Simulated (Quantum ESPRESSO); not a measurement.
# Band energies of WSe$_{2}$ monolayer

```
WSe2
1.0
    3.27127     0.00000     0.00000
   -1.63563     2.83300     0.00000
    0.00000     0.00000    16.30000
Se W
2 1
Direct
  0.00000   0.00000   0.89737
  0.00000   0.00000   0.10263
  0.33333   0.66667   0.00000
```

PBEsol (Quantum ESPRESSO, PseudoDojo norm-conserving, 86 Ry, with spin-orbit coupling); path ΓMKΓ; energies in eV from the valence-band maximum.

```
k (1/Å)  point  band 46  band 47  band 48  band 49  band 50  band 51  band 52  band 53
-------  -----  -------  -------  -------  -------  -------  -------  -------  -------
0.00         Γ    -0.56     2.64     2.64     2.91     2.91     2.97     2.97     3.15
0.11              -0.57     2.61     2.61     2.78     2.78     2.90     2.90     3.09
0.33              -0.73     1.99     1.99     2.38     2.38     2.63     2.63     3.37
0.44              -0.93     1.75     1.75     2.37     2.37     2.50     2.50     3.62
0.67              -1.32     1.77     1.77     2.19     2.19     2.92     2.92     4.04
0.78              -1.24     1.92     1.92     2.22     2.22     3.19     3.19     4.17
1.00              -1.02     2.16     2.16     2.57     2.57     3.52     3.52     4.30
1.11         M    -0.99     2.20     2.20     2.67     2.67     3.56     3.56     4.24
1.32              -0.55     2.08     2.29     2.52     2.96     3.61     3.61     3.89
1.43              -0.43     1.93     2.11     2.64     3.03     3.23     3.27     4.17
1.64              -0.10     1.50     1.58     2.63     2.64     3.13     3.54     4.70
1.75         K     0.00     1.40     1.45     2.59     2.59     3.20     3.63     4.77
1.95              -0.31     1.69     1.79     2.62     2.69     2.92     3.23     4.60
2.04              -0.53     1.84     1.85     2.59     2.75     2.80     2.89     4.47
2.24              -0.77     1.41     1.66     2.45     2.47     2.63     2.69     4.30
2.34              -0.84     1.33     1.55     2.30     2.31     2.49     2.60     4.16
2.54              -0.90     1.61     1.65     2.15     2.22     2.30     2.48     3.74
2.64              -0.79     1.82     1.87     2.17     2.31     2.40     2.56     3.48
2.83              -0.60     2.42     2.45     2.52     2.59     2.78     2.88     3.05
3.03         Γ    -0.56     2.64     2.64     2.91     2.91     2.97     2.97     3.15
```

The PBEsol gap is indirect, 1.33 eV, from K to 46 % of the way from K to Γ; the smallest direct gap is 1.40 eV. The valence-band maximum lies 4.90 eV below the vacuum level.

Geometry relaxed with PBEsol.
